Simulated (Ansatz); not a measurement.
## SiW$_{3}$: an elastic constant from a strain scan

These are results of DFT PBE, scalar-relativistic, plane waves, PAW (Ansatz), not measurements. Settings: plane waves to 420 eV, k-mesh 14×14×14 (Γ-centred), Gaussian smearing 0.15 eV. Spin–orbit coupling is left out, which can shift energies with elements as heavy as these. No spin polarisation. Energies are free energies at this smearing, counted from the undisturbed cell; pressure is positive in compression.

Reference structure (relaxed at this level; it needn't be the usual structure):

```xyz
4
Lattice="-2.6038 2.6038 2.6038 2.6038 -2.6038 2.6038 2.6038 2.6038 -2.6038" Properties=species:S:1:pos:R:3 pbc="T T T"
Si    0.0000    0.0000    0.0000
W     0.0000    0.0000    2.6038
W     0.0000    2.6038    0.0000
W     2.6038    0.0000    0.0000
```

The cell is strained by ε times the Voigt pattern (0, 0, 1, 0, 0, 0) (xx, yy, zz, yz, xz, xy; engineering shear) with fractional coordinates fixed. The cell holds 4 atoms in V0 = 70.61 Å³. The stress column is τ = (1/V0) dE/dε, got from the stress tensor σ (compression positive) at each point as −det(1 + εP) σ : P(1 + εP)⁻¹, with P the pattern as a tensor.

| ε | ΔE (meV/atom) | τ (GPa) |
| --- | --- | --- |
| -0.0600 | 98.359 | -33.081 |
| -0.0450 | 52.336 | -22.856 |
| -0.0300 | 22.030 | -14.042 |
| -0.0150 | 5.231 | -6.483 |
| 0.0000 | 0.000 | -0.018 |
| 0.0150 | 4.648 | 5.496 |
| 0.0300 | 17.709 | 10.181 |
| 0.0450 | 37.901 | 14.141 |
| 0.0600 | ? | ? |

Task: Which combination of elastic constants does this scan measure, and how large is it?

Result: For small ε, τ = τ0 + Kε with K = pᵀCp, which for this pattern is C11 in the cubic axes. The parabola through τ at ε = -0.0150, 0 and 0.0150 has slope K = 399 GPa at zero. The energies per cell, E = NΔE, of the same two points give K = 2[E(ε₊)/ε₊ − E(ε₋)/ε₋]/[(ε₊ − ε₋)V0] = 399 GPa, in agreement.

Task: Predict the withheld row at ε = 0.0600 from the harmonic law, and compare.

Result: ΔE = V0(τ0 ε + Kε²/2)/N = 79.070 meV/atom and τ = 23.94 GPa. The calculation gives 64.097 meV/atom and 17.46 GPa: the energy lies 19 % below the harmonic value, as bonds soften when stretched.

In a metal these slopes depend on the k mesh and the smearing.